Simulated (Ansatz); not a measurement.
The relaxed structure here is a generated cell of Li3PO4: the first start was made by placing the elements on the sites of a structure type, and the end was not matched to a known phase here, so it may be hypothetical.

One starting cell of Li3PO4 (a generated cell, Li3PO4 built in the AFLOW prototype AB3C4_cP8_215_a_c_e (as in Cu3AsS4)) was relaxed twice with Ansatz (plane waves, PAW, scalar-relativistic): with r2SCAN at 500 eV and with PBE at 420 eV. The r2SCAN result:

```xyz
8
Lattice="4.2366 0.0000 0.0000 0.0000 4.2366 0.0000 0.0000 0.0000 4.2366" Properties=species:S:1:pos:R:3 pbc="T T T"
Li     0.0000     2.1183     2.1183
Li     2.1183     2.1183     0.0000
Li     2.1183     0.0000     2.1183
P      0.0000     0.0000     0.0000
O      0.8944     0.8944     0.8944
O      0.8944     3.3423     3.3423
O      3.3423     0.8944     3.3423
O      3.3423     3.3423     0.8944
```

```
quantity                          r2SCAN    PBE
--------------------------------  ------  -----
space group                        P-43m  P-43m
volume (Å³/atom)                    9.51   9.87
a (Å)                              4.237  4.290
gap (eV, no spin-orbit coupling)    6.26   5.39
```

Both levels end in the same structure; PBE's volume is 3.8 % larger; its gap is 0.87 eV smaller. Neither column is exact.

No spin polarisation in the result.

The run could not lose the symmetry of its start, so the end can be a saddle point.

Ansatz is an electronic-structure program.
